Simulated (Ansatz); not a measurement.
Recipe of this trial structure of DyW2: random cell by space group and Wyckoff sites (F-43m, No. 216). Its size is a rough estimate.

```xyz
3
Lattice="0.0000 3.1444 3.1444 3.1444 0.0000 3.1444 3.1444 3.1444 0.0000" Properties=species:S:1:pos:R:3 pbc="T T T"
Dy    4.7166    4.7166    4.7166
W     3.1444    3.1444    3.1444
W     1.5722    1.5722    1.5722
```

Level of theory: Ansatz, DFT PBE, scalar-relativistic, plane waves, PAW, and for the lanthanide a 4f-in-core norm-conserving potential. Cutoff 630 eV, Gaussian smearing, Γ-centred meshes. Cell and atoms relax first on a coarse mesh and then on a finer one. In between, the cell is made exact in the group found at 0.06 Å. In metals the finer mesh still leaves noise of several meV/atom or more. The steps can't lower the symmetry of their start. No spin polarisation.

A guess keeps its type if space group and coordination stay and the shape of the cell changes little (axis ratios within about 15 %, angles within 6°); the volume may change.

**Question.** Does this structure survive the relaxation?

**Answer.** It keeps its type: symmetry leaves only the cell edge free. The symmetry stays F-43m (No. 216). The volume per atom grows by 6.2 %, from 20.7 to 22.0 Å³. The shortest distance goes from 2.72 Å (Dy–W and W–W) to 2.78 Å (Dy–W and W–W). Counting neighbours within 15 % of an atom's shortest distance, the start has Dy 4, W 4/8 and the end Dy 4, W 4/8.

The last run used a 12×12×12 mesh for its 3-atom cell and Gaussian smearing of 0.10 eV. Spin–orbit coupling, which can matter for W, is left out. Symmetry constrained the relaxation, so the result can be a saddle point. Another cell of DyW2 relaxed alike, in I4/mmm, lies 0.59 eV/atom lower, so this cell isn't the stable form at this level.

The lanthanide is trivalent by construction, without f bands, f moments or other valences.

In counts of neighbours, a slash parts the counts of unlike sites.
